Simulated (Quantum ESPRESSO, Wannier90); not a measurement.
## MoSe2 (P6₃/mmc, 2Ha stacking, metal over metal as in NbS2), plane waves to Wannier functions

Materials Project entry mp-1018807; symmetrised, unrelaxed at this level. COD (Crystallography Open Database) has an entry of this formula and space group (matched by these alone). Method: LDA plane waves in Quantum ESPRESSO 7.5 (PseudoDojo norm-conserving files, 69 Ry, no spin polarisation, no spin-orbit coupling), Bloch states on a 6×6×4 mesh through Γ, Wannier90 4.0.1. Density: 12×12×4 mesh, cold smearing 0.01 Ry. The cell is built of weakly bound layers, chains or molecules, whose nearest atoms lie 4.12 Å apart. Database cells relaxed without dispersion often hold them too far apart, which can enlarge gaps and weakens couplings between them; spacing and stacking were not compared with the measured crystal. Spin-orbit coupling, left out, would split the p-like bands by a few tenths of an eV.

On the energy scale of pw.x, whose zero is arbitrary, the valence-band maximum lies at 10.88 eV.

Input w.win:

```
num_bands = 18
num_wann = 18
exclude_bands = 1-28,47-70
num_iter = 800
conv_tol = 1.0e-6
conv_window = 4
write_hr = true
write_u_matrices = true
begin projections
f=-0.3520,-0.3851,-0.3687:s
f=0.3083,0.0052,-0.3499:s
f=0.2048,0.1949,-0.2277:s
f=-0.0408,-0.2924,0.2001:s
f=-0.2841,0.2824,-0.4616:s
f=-0.3219,0.4966,-0.1728:s
f=-0.4246,0.4282,0.1765:s
f=0.2593,0.2350,0.1761:s
f=-0.4849,-0.0193,0.1400:s
f=-0.3253,0.4012,0.2316:s
f=0.0368,0.4620,-0.1216:s
f=-0.0844,0.3938,0.1119:s
f=0.4509,0.4470,0.2629:s
f=0.3953,0.4771,-0.4218:s
f=0.4274,0.4276,0.1193:s
f=0.4913,-0.1386,-0.4825:s
f=0.4740,0.2719,-0.3454:s
f=-0.0433,0.4437,-0.0569:s
end projections
begin unit_cell_cart
ang
    3.3260399420    0.0000000000    0.0000000000
   -1.6630199710    2.8804350838    0.0000000000
    0.0000000000    0.0000000000   13.8968600000
end unit_cell_cart
begin atoms_frac
Mo   0.0000000000  0.0000000000  0.2500000000
Mo   0.0000000000  0.0000000000 -0.2500000000
Se   0.3333333333 -0.3333333333  0.3689500000
Se  -0.3333333333  0.3333333333 -0.3689500000
Se  -0.3333333333  0.3333333333 -0.1310500000
Se   0.3333333333 -0.3333333333  0.1310500000
end atoms_frac
mp_grid = 6 6 4
begin kpoints
0.0000000000 0.0000000000 0.0000000000
0.0000000000 0.0000000000 0.2500000000
0.0000000000 0.0000000000 0.5000000000
... (141 more lines: the 6x6x4 mesh through Gamma)
end kpoints
```

Input of pw2wannier90.x that gives the overlap and projection files (equivalent; here they were cut from one run over all bands):

```
&inputpp
  outdir = './out'
  prefix = 'pwscf'
  seedname = 'w'
  write_amn = .true.
  write_mmn = .true.
/
```

Output w.wout (banner and timings cut):

```
                                    ------
                                    SYSTEM
                                    ------

                              Lattice Vectors (Ang)
                    a_1     3.326040   0.000000   0.000000
                    a_2    -1.663020   2.880435   0.000000
                    a_3     0.000000   0.000000  13.896860

                   Unit Cell Volume:     133.13806  (Ang^3)

                        Reciprocal-Space Vectors (Ang^-1)
                    b_1     1.889089   1.090666  -0.000000
                    b_2     0.000000   2.181332   0.000000
                    b_3     0.000000  -0.000000   0.452130

 *----------------------------------------------------------------------------*
 |   Site       Fractional Coordinate          Cartesian Coordinate (Ang)     |
 +----------------------------------------------------------------------------+
 | mo   1   0.00000   0.00000   0.25000   |    0.00000   0.00000   3.47422    |
 | mo   2   0.00000   0.00000  -0.25000   |    0.00000   0.00000  -3.47422    |
 | se   1   0.33333  -0.33333   0.36895   |    1.66302  -0.96015   5.12725    |
 | se   2  -0.33333   0.33333  -0.36895   |   -1.66302   0.96015  -5.12725    |
 | se   3  -0.33333   0.33333  -0.13105   |   -1.66302   0.96015  -1.82118    |
 | se   4   0.33333  -0.33333   0.13105   |    1.66302  -0.96015   1.82118    |
 *----------------------------------------------------------------------------*
                                ------------
                                K-POINT GRID
                                ------------

             Grid size =  6 x  6 x  4      Total points =  144

 *---------------------------------- MAIN ------------------------------------*
 |  Number of Wannier Functions               :                18             |
 |  Number of Objective Wannier Functions     :                18             |
 |  Number of input Bloch states              :                18             |
 |  Output verbosity (1=low, 5=high)          :                 1             |
 |  Timing Level (1=low, 5=high)              :                 1             |
 |  Optimisation (0=memory, 3=speed)          :                 3             |
 |  Length Unit                               :               Ang             |
 |  Post-processing setup (write *.nnkp)      :                 F             |
 |  Using Gamma-only branch of algorithms     :                 F             |
 *----------------------------------------------------------------------------*
 *------------------------------- WANNIERISE ---------------------------------*
 |  Total number of iterations                :               800             |
 |  Number of CG steps before reset           :                 5             |
 |  Trial step length for line search         :             2.000             |
 |  Convergence tolerence                     :         0.100E-05             |
 |  Convergence window                        :                 4             |
 |  Iterations between writing output         :                 1             |
 |  Iterations between backing up to disk     :               100             |
 |  Write r^2_nm to file                      :                 F             |
 |  Write xyz WF centres to file              :                 F             |
 |  Write on-site energies <0n|H|0n> to file  :                 F             |
 |  Use guiding centre to control phases      :                 F             |
 |  Use phases for initial projections        :                 F             |
 *----------------------------------------------------------------------------*
 *-------------------------------- PLOTTING ----------------------------------*
 |  Plotting Hamiltonian in WF basis          :                 T             |
 *----------------------------------------------------------------------------*

 *---------------------------------- K-MESH ----------------------------------*
 +----------------------------------------------------------------------------+
 |                    Distance to Nearest-Neighbour Shells                    |
 |                    ------------------------------------                    |
 |          Shell             Distance (Ang^-1)          Multiplicity         |
 |          -----             -----------------          ------------         |
 |             1                   0.113032                      2            |
 |             2                   0.226065                      2            |
 |             3                   0.339097                      2            |
 |             4                   0.363555                      6            |
 |             5                   0.380721                     12            |
 |             6                   0.428110                     12            |
 |             7                   0.452130                      2            |
 |             8                   0.497151                     12            |
       ... (lines left out)
 +----------------------------------------------------------------------------+
 | The b-vectors are chosen automatically                                     |
 | The following shells are used:                       1,  4                 |
 +----------------------------------------------------------------------------+
 |                        Shell   # Nearest-Neighbours                        |
 |                        -----   --------------------                        |
 |                          1               2                                 |
 |                          2               6                                 |
 +----------------------------------------------------------------------------+
 | Completeness relation is fully satisfied [Eq. (B1), PRB 56, 12847 (1997)]  |
 +----------------------------------------------------------------------------+
 |                  b_k Vectors (Ang^-1) and Weights (Ang^2)                  |
 |                  ----------------------------------------                  |
 |            No.         b_k(x)      b_k(y)      b_k(z)        w_b           |
 |            ---        --------------------------------     --------        |
 |             1         0.000000    0.000000    0.113032    39.134845        |
 |             2         0.000000    0.000000   -0.113032    39.134845        |
 |             3         0.000000    0.363555    0.000000     2.521957        |
 |             4         0.314848    0.181778    0.000000     2.521957        |
 |             5         0.000000   -0.363555    0.000000     2.521957        |
 |             6         0.314848   -0.181778    0.000000     2.521957        |
 |             7        -0.314848   -0.181778    0.000000     2.521957        |
 |             8        -0.314848    0.181778    0.000000     2.521957        |
 +----------------------------------------------------------------------------+
 |                           b_k Directions (Ang^-1)                          |
 |                           -----------------------                          |
 |            No.           x           y           z                         |
 |            ---        --------------------------------                     |
 |             1         0.000000    0.000000    0.113032                     |
 |             2         0.000000    0.363555    0.000000                     |
 |             3         0.314848    0.181778    0.000000                     |
 |             4         0.314848   -0.181778    0.000000                     |
 +----------------------------------------------------------------------------+

 Starting a new Wannier90 calculation ...

 Reading overlaps from w.mmn

 Reading projections from w.amn

 *------------------------------- WANNIERISE ---------------------------------*
 +--------------------------------------------------------------------+<-- CONV
 | Iter  Delta Spread     RMS Gradient      Spread (Ang^2)            |<-- CONV
 +--------------------------------------------------------------------+<-- CONV

 ------------------------------------------------------------------------------
 Initial State
  WF centre and spread    1  ( -0.039273, -1.085099, -4.495404 )     5.15347032
  WF centre and spread    2  (  1.263526, -0.163981, -4.151148 )     5.81938643
  WF centre and spread    3  (  1.013835,  0.829513, -2.733483 )     5.04064356
  WF centre and spread    4  (  0.618327, -0.497524,  3.350770 )     7.34382342
  WF centre and spread    5  ( -1.458071,  0.836324, -5.310191 )     4.67325540
  WF centre and spread    6  ( -1.909842,  1.536083, -2.432956 )     2.35988609
  WF centre and spread    7  ( -2.259399,  1.244152,  3.707328 )     9.75996633
  WF centre and spread    8  ( -0.128448,  0.491010,  3.351449 )     6.49329587
  WF centre and spread    9  ( -1.657563, -0.419062,  2.408012 )     4.13467434
  WF centre and spread   10  ( -1.547570,  1.044275,  3.807736 )     5.14583178
  WF centre and spread   11  ( -0.893812,  0.870828, -2.309664 )     3.59454768
  WF centre and spread   12  ( -0.170362,  1.978736,  2.372437 )     6.45154660
  WF centre and spread   13  (  0.454863,  1.629413,  4.244042 )     2.49171305
  WF centre and spread   14  (  1.777637,  0.788849, -4.659861 )     5.70621226
  WF centre and spread   15  (  0.073823,  1.913041,  2.559705 )     8.40007656
  WF centre and spread   16  (  1.710897, -0.841217, -8.132157 )     3.23301515
  WF centre and spread   17  (  1.346900,  0.418511, -3.996615 )     5.62400284
  WF centre and spread   18  ( -1.607324,  0.959883, -1.510917 )     3.38682658
  Sum of centres and spreads ( -3.411856, 11.533738,-13.930916 )    94.81217426

      0     0.948E+02     0.0000000000       94.8121742413  <-- CONV
        O_D=      6.7945984 O_OD=     56.5399230 O_TOT=     94.8121742 <-- SPRD
 ------------------------------------------------------------------------------
      1    -0.112E+02     3.5676691596       83.5946974477  <-- CONV
        O_D=      4.8958857 O_OD=     47.2211589 O_TOT=     83.5946974 <-- SPRD
      2    -0.520E+01     3.9080860302       78.3899974754  <-- CONV
        O_D=      3.9102526 O_OD=     43.0020921 O_TOT=     78.3899975 <-- SPRD
      3    -0.310E+01     3.4624786924       75.2949240411  <-- CONV
        O_D=      3.6277703 O_OD=     40.1895009 O_TOT=     75.2949240 <-- SPRD
      4    -0.371E+01     2.9994004685       71.5848892773  <-- CONV
        O_D=      3.4569431 O_OD=     36.6502933 O_TOT=     71.5848893 <-- SPRD
      5    -0.193E+01     2.7236974607       69.6577678676  <-- CONV
        O_D=      3.2666132 O_OD=     34.9135019 O_TOT=     69.6577679 <-- SPRD
       ... (lines left out)
    100    -0.360E-02     0.7074569818       46.5680522464  <-- CONV
        O_D=      0.7141862 O_OD=     14.3762132 O_TOT=     46.5680522 <-- SPRD
       ... (lines left out)
    200    -0.244E+00     5.3940489439       66.4798685910  <-- CONV
        O_D=     16.1499532 O_OD=     18.8522625 O_TOT=     66.4798686 <-- SPRD
       ... (lines left out)
    300    -0.115E-02     0.0616353210       38.6024459835  <-- CONV
        O_D=      0.6345894 O_OD=      6.4902037 O_TOT=     38.6024460 <-- SPRD
       ... (lines left out)
    386    -0.525E-06     0.0011723034       38.5924305221  <-- CONV
        O_D=      0.6344125 O_OD=      6.4803652 O_TOT=     38.5924305 <-- SPRD
    387    -0.557E-06     0.0011401839       38.5924299648  <-- CONV
        O_D=      0.6344123 O_OD=      6.4803648 O_TOT=     38.5924300 <-- SPRD
    388    -0.530E-06     0.0017483687       38.5924294345  <-- CONV
        O_D=      0.6344122 O_OD=      6.4803644 O_TOT=     38.5924294 <-- SPRD
             <<<     Delta < 1.000E-06  over  4 iterations     >>>
             <<< Wannierisation convergence criteria satisfied >>>
 Final State
  WF centre and spread    1  ( -0.000051, -1.154138, -4.532954 )     2.05058460
  WF centre and spread    2  (  1.663017, -0.960153, -3.474215 )     3.72889709
  WF centre and spread    3  (  0.999559,  0.577019, -2.415504 )     2.05058265
  WF centre and spread    4  (  1.663633, -1.726357,  2.415376 )     2.05053554
  WF centre and spread    5  ( -1.663019,  0.960119, -5.560245 )     1.63190585
  WF centre and spread    6  ( -1.663079,  1.726282, -2.415505 )     2.05058524
  WF centre and spread    7  ( -3.326114,  1.154133,  4.532958 )     2.05059723
  WF centre and spread    8  (  0.999542, -0.577056,  4.532942 )     2.05055524
  WF centre and spread    9  ( -0.999480, -0.576739,  2.415136 )     2.05050367
  WF centre and spread   10  ( -1.663194,  0.960202,  3.474216 )     3.72890302
  WF centre and spread   11  ( -0.999489,  0.577127, -2.415492 )     2.05058441
  WF centre and spread   12  ( -0.000576,  1.920450,  1.388161 )     1.63175763
  WF centre and spread   13  (  0.663508,  2.303317,  4.532888 )     2.05060161
  WF centre and spread   14  (  2.326540,  0.577131, -4.532916 )     2.05058484
  WF centre and spread   15  ( -0.663387,  2.302891,  2.416013 )     2.05086188
  WF centre and spread   16  (  1.663050, -0.960116, -8.336615 )     1.63190399
  WF centre and spread   17  (  0.999550,  0.577043, -4.532918 )     2.05058040
  WF centre and spread   18  ( -1.663028,  0.960150, -1.388185 )     1.63190457
  Sum of centres and spreads ( -1.663016,  8.641305,-13.896860 )    38.59242946

         Spreads (Ang^2)       Omega I      =    31.477652843
        ================       Omega D      =     0.634412234
                               Omega OD     =     6.480364358
    Final Spread (Ang^2)       Omega Total  =    38.592429435
```
